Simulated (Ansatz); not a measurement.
# Field gradients of NaZnInS₃O₁₂ from run to run

Cell of run 1: a computed structure from the Materials Project (it need not be an observed phase).

```cif
data_NaZnInS3O12
_symmetry_space_group_name_H-M 'R3c:H'
_symmetry_Int_Tables_number 161
_cell_length_a 8.7616
_cell_length_b 8.7616
_cell_length_c 23.0809
_cell_angle_alpha 90.000
_cell_angle_beta 90.000
_cell_angle_gamma 120.000
loop_
_atom_site_label
_atom_site_type_symbol
_atom_site_symmetry_multiplicity
_atom_site_Wyckoff_symbol
_atom_site_fract_x
_atom_site_fract_y
_atom_site_fract_z
Na Na 6 a 0.0000 0.0000 0.4971
Zn Zn 6 a 0.0000 0.0000 0.3500
In In 6 a 0.0000 0.0000 0.6503
S S 18 b 0.9638 0.3366 0.5843
O13 O 18 b 0.2125 0.0252 0.3026
O19 O 18 b 0.7803 0.9711 0.6974
O25 O 18 b 0.0215 0.8278 0.4113
O31 O 18 b 0.9814 0.1751 0.5886
```

One atom of each set is listed; the run and its k-mesh use a cell of 36 atoms with edges of 9.21, 9.21, 9.21 Å.

All runs are DFT with Ansatz 0.2.0 (plane waves and PAW, scalar-relativistic unless spin–orbit coupling is named, Γ-centred meshes, Fermi–Dirac smearing where given) in this cell.

Run 1: PBE, atoms as given; 420 eV, 3×3×3 k-points, smearing 0.02 eV.
Run 2: r2SCAN, atoms as given; 500 eV, 3×3×3 k-points, smearing 0.02 eV.
Run 3: PBE, gradients read without the response of the cores, atoms as given; 420 eV, 3×3×3 k-points, smearing 0.02 eV.

| run | O13 V_zz (η) | O19 V_zz (η) | O25 V_zz (η) | O31 V_zz (η) |
| --- | --- | --- | --- | --- |
| 1 | 14.65 (0.12) | 15.34 (0.17) | 14.37 (0.20) | 15.02 (0.29) |
| 2 | ? | ? | ? | ? |
| 3 | 15.10 (0.12) | 15.80 (0.16) | 14.80 (0.20) | 15.46 (0.29) |

V_zz in 10²¹ V/m²; 4 of the 8 sets of like atoms are followed.

Problem. Estimate the row of run 2.

Solution. O13: 14.95 (0.12); O19: 15.61 (0.16); O25: 14.76 (0.19); O31: 15.39 (0.27). It lies nearest to run 3, from whose tensors on these sites it differs by 0.41 at most (largest principal value of the difference, on O19). Taken one at a time, the functional (r2SCAN with its higher cutoff) moves the tensors on these sites by up to 0.46 (largest principal value of the change, on O31), the response of the cores by 0.45 (O19).

Without spin–orbit coupling (the program notes it for In) the gradients are little affected as a rule: paired runs on crystals with a gap mostly move them by under 2 % at such atoms. In runs 1, 3 the atoms aren't at the calculated equilibrium (largest force 0.43, 0.43 eV/Å).
